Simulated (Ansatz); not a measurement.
## Be: computed properties

Theory: Ansatz, DFT PBE+D3(BJ), scalar-relativistic, plane waves, PAW.

Cutoff 420 eV; k points 21×21×12 on the computed 2-atom cell (Γ-centred); Gaussian smearing, width 0.10 eV; no spin polarisation.

The structure is relaxed at this level of theory with its symmetry kept.

```cif
data_structure
_symmetry_space_group_name_H-M 'P6_3/mmc'
_symmetry_Int_Tables_number 194
_cell_length_a 2.2142
_cell_length_b 2.2142
_cell_length_c 3.5000
_cell_angle_alpha 90.000
_cell_angle_beta 90.000
_cell_angle_gamma 120.000
_cell_volume 14.86
loop_
_atom_site_label
_atom_site_type_symbol
_atom_site_symmetry_multiplicity
_atom_site_Wyckoff_symbol
_atom_site_fract_x
_atom_site_fract_y
_atom_site_fract_z
_atom_site_occupancy
Be1 Be 2 c 0.33333 0.66667 0.25000 1
```

| Quantity | Value |
| --- | --- |
| Space group | P6_3/mmc (No. 194) |
| Volume per atom | 7.43 Å³ |
| Kohn–Sham band gap | none (metal) |
| Density of states at the Fermi level | 0.11 states/eV per cell (so small that it hangs on the mesh: a semimetal, or crossings between mesh points) |

Cost: 1 run of about 1.6 core-minutes, on AMD EPYC 7R32 (Zen 2) (shared hosts).